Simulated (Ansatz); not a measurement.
# What spin–orbit coupling does to the bands of PIr

```xyz
2
Lattice="0.0000 2.4648 2.4648 2.4648 0.0000 2.4648 2.4648 2.4648 0.0000" Properties=species:S:1:pos:R:3 pbc="T T T"
Ir    0.0000    0.0000    0.0000
P     2.4648    2.4648    2.4648
```

Atom numbers follow the list: Ir1, P2.

The cell was built from the rocksalt type and relaxed in the same program, and has space group Fm-3m; it needn't be a known or the stable phase.

All numbers are computed: DFT, PBE, all-electron LAPW, scalar-relativistic (Ansatz 0.2.0); DFT, PBE, all-electron LAPW, Dirac equation with spin-orbit coupling (Ansatz 0.2.0).

The runs use a Γ-centred 13×13×13 k mesh, Fermi–Dirac smearing of 0.05 eV, basis error target 0.5 meV/atom, no spin polarisation.

Levels between -6 and 4 eV, each run counted from its own valence-band top where it has a gap, else its Fermi level. Scalar levels are listed once for both spins; with the coupling every spinor state is counted. Levels near the edges of the range can cross them.

**Question.** At Γ (0.000, 0.000, 0.000) the scalar-relativistic levels are -3.11 (×3), -2.98 (×2), 0.22 (×3). What are they with spin–orbit coupling?

**Answer.** -3.70 (×4), -2.78 (×2), -2.68 (×4), -0.03 (×2), 0.34 (×4).

**Question.** At W (0.500, 0.250, 0.750) the scalar-relativistic levels are -5.52, -5.29 (×2), -0.96, -0.73 (×2), -0.70, 0.65. What are they with spin–orbit coupling?

**Answer.** -5.61 (×2), -5.47 (×2), -5.18 (×2), -1.26 (×2), -1.16 (×2), -0.56 (×2), -0.44 (×2), 0.79 (×2).

**Question.** At U (0.625, 0.250, 0.625) the scalar-relativistic levels are -5.94, -5.40, -4.39, -2.32, -1.02, -0.14, 0.14, 1.44. What are they with spin–orbit coupling?

**Answer.** -5.47 (×2), -4.44 (×2), -2.35 (×2), -1.27 (×2), -0.24 (×2), 0.33 (×2), 1.47 (×2).
